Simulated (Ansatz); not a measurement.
Relaxed-ion elastic tensor of BeS (rock salt, Fm-3m) in GPa (Voigt order), DFT-PBEsol in the program Ansatz with PAW potentials; density 2.82 g/cm³, 12.09 Å³ per atom.

```
 197  72.3  72.3   0.0   0.0   0.0
72.3   197  72.3   0.0   0.0   0.0
72.3  72.3   197   0.0   0.0   0.0
 0.0   0.0   0.0   119   0.0   0.0
 0.0   0.0   0.0   0.0   119   0.0
 0.0   0.0   0.0   0.0   0.0   119
```

Is the crystal mechanically stable?

Yes: the smallest eigenvalue of C is 119 GPa.

Work out the Voigt, Reuss and Hill averages.

K_V = 114, K_R = 114, K_H = 114; G_V = 96.5, G_R = 87.4, G_H = 91.9 GPa.

Give Young's modulus, Poisson's ratio, Pugh's ratio and the universal anisotropy index.

E = 9KG/(3K + G) = 217 GPa; ν = 0.18; K/G = 1.24 (brittle by the Pugh limit of 1.75); A_U = 5G_V/G_R + K_V/K_R − 6 = 0.52.

Estimate the sound speeds and the Debye temperature.

v_l = √((K + 4G/3)/ρ) = 9160 m/s, v_t = √(G/ρ) = 5710 m/s, mean 6290 m/s; Θ = (h/k)(3n/4πV)^(1/3) v_m = 816 K.

Give the Zener ratio and Young's modulus along [100], [110] and [111].

A = 2C44/(C11 − C12) = 1.91; 1/E = S11 − 2(S11 − S12 − S44/2)Γ with Γ = 0, 1/4, 1/3 gives 158, 227, 265 GPa.

The cell is a constructed one: a structure type filled with these elements; neither database checked (COD, Materials Project) lists it. COD files the formula under space group No. 216, so this cell is another polymorph or a model. Its standing as an ambient phase is unchecked. The PBEsol relaxation kept the symmetry of its start. At this level the phase is dynamically unstable (imaginary phonons).

Potentials: the later of the program's two PAW sets.
